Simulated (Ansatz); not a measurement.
NaCl:
```cif
data_ClNa
_chemical_formula_sum 'Na1 Cl1'
_space_group_name_H-M_alt 'P 1'
_space_group_IT_number 1
_cell_length_a 3.96496
_cell_length_b 3.96496
_cell_length_c 3.96496
_cell_angle_alpha 60.000
_cell_angle_beta 60.000
_cell_angle_gamma 60.000
loop_
_space_group_symop_operation_xyz
  'x, y, z'
loop_
_atom_site_label
_atom_site_type_symbol
_atom_site_fract_x
_atom_site_fract_y
_atom_site_fract_z
_atom_site_occupancy
Na1 Na 0.00000 0.00000 0.00000 1
Cl1 Cl 0.50000 0.50000 0.50000 1
```

Relaxed with r²SCAN. Independent-particle spectrum: no excitons, no local fields, no scissors shift; 0.1 eV broadening; ε₁ of the summed bands alone.

### Question
Tabulate the dielectric function from DFT-r²SCAN in the program Ansatz with PAW potentials.

### Answer


```
E (eV)  ε₁ xx  ε₂ xx
------  -----  -----
0.0      2.54   0.00
0.5      2.54   0.00
1.0      2.55   0.00
1.5      2.57   0.00
2.0      2.60   0.00
2.5      2.63   0.00
3.0      2.68   0.00
3.5      2.74   0.00
4.0      2.82   0.00
4.5      2.93   0.00
5.0      3.06   0.00
5.5      3.27   0.00
6.0      3.71   0.11
6.5      3.81   0.50
7.0      3.94   0.70
7.5      4.22   0.92
8.0      4.84   1.39
8.5      4.25   2.71
9.0      4.87   2.81
9.5      2.54   5.50
10.0     1.35   3.24
10.5     1.90   2.91
11.0     2.17   3.29
11.5     1.26   5.32
12.0    -0.02   4.18
```

### Question
From ε at 6.5 eV (xx: 3.81 + 0.50i), find n, k, the normal reflectivity and the absorption coefficient.

### Answer
n = 1.95, k = 0.128, R = 11 %, α = 2kE/ħc = 84000 cm⁻¹.

With all bands, ε∞ without local fields is 2.59. DFPT, with local fields, gives 2.41.

Space group Fm-3m (rock salt). Symmetry was held in the r²SCAN relaxation; of distortions, only those at the zone centre were tested.

Potentials: the earlier of the program's two PAW sets.
